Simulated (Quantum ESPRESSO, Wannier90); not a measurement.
**Tight-binding from DFT: SrTe (rock salt)**

Cell from Materials Project (mp-1958), symmetrised, no further relaxation. COD (Crystallography Open Database) has an entry of this formula and space group (matched by these alone). Method: LDA plane waves in Quantum ESPRESSO 7.5 (PseudoDojo norm-conserving files, 66 Ry, no spin polarisation, no spin-orbit coupling), Bloch states on a 8×8×8 mesh through Γ, Wannier90 4.0.1. Density: 8×8×8 mesh, cold smearing 0.01 Ry. Spin-orbit coupling is left out although heavy elements are present.

```
begin unit_cell_cart
ang
    0.0000000000    3.3558350000    3.3558350000
    3.3558350000    0.0000000000    3.3558350000
    3.3558350000    3.3558350000    0.0000000000
end unit_cell_cart
mp_grid = 8 8 8
```

Problem. Which shells of neighbouring k-points and which b-vectors and weights does Wannier90 pick for this cell and mesh?

Solution. 
```
 *---------------------------------- K-MESH ----------------------------------*
 +----------------------------------------------------------------------------+
 |                    Distance to Nearest-Neighbour Shells                    |
 |                    ------------------------------------                    |
 |          Shell             Distance (Ang^-1)          Multiplicity         |
 |          -----             -----------------          ------------         |
 |             1                   0.202684                      8            |
 |             2                   0.234040                      6            |
 |             3                   0.330982                     12            |
 |             4                   0.388111                     24            |
 |             5                   0.405368                      8            |
 |             6                   0.468079                      6            |
 |             7                   0.510077                     24            |
 |             8                   0.523328                     24            |
       ... (lines left out)
 +----------------------------------------------------------------------------+
 | The b-vectors are chosen automatically                                     |
 | The following shells are used:                       1                     |
 +----------------------------------------------------------------------------+
 |                        Shell   # Nearest-Neighbours                        |
 |                        -----   --------------------                        |
 |                          1               8                                 |
 +----------------------------------------------------------------------------+
 | Completeness relation is fully satisfied [Eq. (B1), PRB 56, 12847 (1997)]  |
 +----------------------------------------------------------------------------+
 |                  b_k Vectors (Ang^-1) and Weights (Ang^2)                  |
 |                  ----------------------------------------                  |
 |            No.         b_k(x)      b_k(y)      b_k(z)        w_b           |
 |            ---        --------------------------------     --------        |
 |             1         0.117020    0.117020   -0.117020     9.128332        |
 |             2         0.117020   -0.117020    0.117020     9.128332        |
 |             3        -0.117020    0.117020    0.117020     9.128332        |
 |             4         0.117020    0.117020    0.117020     9.128332        |
 |             5        -0.117020   -0.117020    0.117020     9.128332        |
 |             6        -0.117020    0.117020   -0.117020     9.128332        |
 |             7         0.117020   -0.117020   -0.117020     9.128332        |
 |             8        -0.117020   -0.117020   -0.117020     9.128332        |
```
